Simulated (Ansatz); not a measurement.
The start is a generated cell, GaP placed in the zincblende structure type. The cell and all atomic positions are relaxed at zero pressure with PBE (plane waves to 420 eV, PAW, scalar-relativistic; Ansatz, an electronic-structure program). The first steps use a coarse 7×7×7 k-mesh.

Initial structure:
```
CELL_PARAMETERS angstrom
      0.00000     2.69884     2.69884
      2.69884     0.00000     2.69884
      2.69884     2.69884     0.00000
ATOMIC_POSITIONS crystal
  P  0.75000 0.75000 0.75000
  Ga 0.00000 0.00000 0.00000
```

```yaml
initial_pressure: "+5.3 GPa (positive: the cell is compressed)"
Shortest distances (start → end): "The closest pairs of elements (up to four, under 3.6 Å), start → end: Ga–P 2.34 → 2.38 Å"
band_gap_at_the_end: 1.58 eV, direct at Γ (no spin-orbit coupling)
optimiser_moves: 3
```

It ends as:

```cif
data_Ga4P4
_chemical_formula_sum 'P4 Ga4'
_space_group_name_H-M_alt 'F-43m'
_space_group_IT_number 216
_space_group_name_Hall 'F -4 2 3'
_cell_length_a 5.50645
_cell_length_b 5.50645
_cell_length_c 5.50645
_cell_angle_alpha 90.000
_cell_angle_beta 90.000
_cell_angle_gamma 90.000
loop_
_atom_site_label
_atom_site_type_symbol
_atom_site_symmetry_multiplicity
_atom_site_Wyckoff_symbol
_atom_site_fract_x
_atom_site_fract_y
_atom_site_fract_z
_atom_site_occupancy
P1 P 4 c 0.25000 0.25000 0.25000 1
Ga1 Ga 4 a 0.00000 0.00000 0.00000 1
```
(The calculation used a cell of 2 atoms; values per cell refer to that cell.)

Final values are on a 10×10×10 k-mesh of the relaxed cell. No spin polarisation in the result.

The run could not lose the symmetry of its start; a randomly shaken copy of 2 atoms returns to this structure.

All atoms sit on sites fixed by symmetry, so only the cell could relax.
